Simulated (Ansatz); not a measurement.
TiO2 (anatase, I4_1/amd) at seven volumes, plane-wave PAW r²SCAN (Ansatz code), shape and atoms relaxed at each. One row is withheld.

```json
[
 {"V (Å³/atom)": "10.380", "P (GPa)": "19.74"},
 {"V (Å³/atom)": "10.722", "P (GPa)": "12.55"},
 {"V (Å³/atom)": "11.064", "P (GPa)": "5.98"},
 {"V (Å³/atom)": "11.406", "P (GPa)": "-0.02"},
 {"V (Å³/atom)": "11.748", "P (GPa)": "-5.41"},
 {"V (Å³/atom)": "12.091", "P (GPa)": "?"},
 {"V (Å³/atom)": "12.433", "P (GPa)": "-14.41"}
]
```

Task: Fit the shown pressures and predict the withheld one.

Result: Third-order Birch–Murnaghan: P = (3/2)B₀(x^(7/2) − x^(5/2))[1 + (3/4)(B′ − 4)(x − 1)] with x = (V₀/V)^(2/3). Least squares on the six rows gives V₀ = 11.406 Å³/atom, B₀ = 187.4 GPa, B′ = 2.50. At V = 12.091, x = 0.9619 and P = -10.14 GPa. The run itself gave -10.21 GPa.

The r²SCAN relaxation kept the symmetry of its start. No spin polarisation was allowed.

Potentials: the earlier of the program's two PAW sets.
